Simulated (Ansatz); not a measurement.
**Calculated quadrupolar parameters for BiTe**

The cell is a structure deposited in the COD whose atoms were relaxed with PBE, the cell held.

Space group P-3m1 (No. 164); a = 4.4220, c = 24.0500 Å, γ = 120.00°.

```csv
site,Wyckoff,site symmetry,x,y,z
Bi1,2c,3m.,0.0000,0.0000,0.1248
Bi3,2d,3m.,0.3333,0.6667,0.2916
Bi5,2d,3m.,0.6667,0.3333,0.4650
Te7,2d,3m.,0.3333,0.6667,0.0536
Te9,2d,3m.,0.6667,0.3333,0.2087
Te11,2c,3m.,0.0000,0.0000,0.3636
```

One atom of each set is listed.

Computed with Ansatz: DFT, r2SCAN, plane waves and PAW, scalar-relativistic, 500 eV cutoff, Γ-centred 11×11×2 k-points, Fermi–Dirac smearing 0.05 eV.

Conventions: |V_zz| ≥ |V_yy| ≥ |V_xx|, η = (V_xx − V_yy)/V_zz, C_Q = eQV_zz/h.

Bi-209: I = 9/2, Q = -516.0 mb. Quadrupole moments are those of Pyykkö's year-2017 table.

| site | atoms | first shell | V_zz (10²¹ V/m²) | η | C_Q (MHz) |
| --- | --- | --- | --- | --- | --- |
| Bi1 | 2 | 6 Te at 3.07–3.25 Å | 1.35 | 0.00 | -16.8 |
| Bi3 | 2 | 6 Te at 3.08–3.24 Å | 3.27 | 0.00 | -40.9 |
| Bi5 | 2 | 3 Bi at 3.06 Å, 3 Te at 3.53 Å | 4.47 | 0.00 | -55.8 |
| Te7 | 2 | 3 Bi at 3.07 Å, 3 Te at 3.63 Å | -2.68 | 0.00 | – |
| Te9 | 2 | 6 Bi at 3.24–3.25 Å | 8.20 | 0.00 | – |
| Te11 | 2 | 6 Bi at 3.08–3.53 Å | -0.54 | 0.00 | – |

An axis of threefold or higher order runs through Bi1, Bi3, Bi5, Te7, Te9 and Te11, so V_zz lies along it and η is zero.

Te has no stable isotope with a ground-state quadrupole moment in the table, so no C_Q is given.

The largest force is 0.3 eV/Å, so the atoms aren't at the calculated equilibrium and relaxing them would move these values. Spin–orbit coupling is left out, which shifts gradients on Bi by a few per cent in wide-gap crystals, and can shift them far more where the calculated gap is small or absent, as here. With a gap of 0.11 eV under a smearing of 0.05 eV the band edges are partly filled, so small gradients can hang on the smearing and the k-mesh.

Hardware: 4 threads of Intel Xeon Platinum 8259CL CPU @ 2.50GHz (Skylake/Cascade Lake) (x86_64; 16 cores open to the job, memory cap 8.0 GiB, no GPU), a shared host with a load of 0.4 a core. Wall time 63 s, CPU time 3.7 min, peak memory 3.2 GiB.
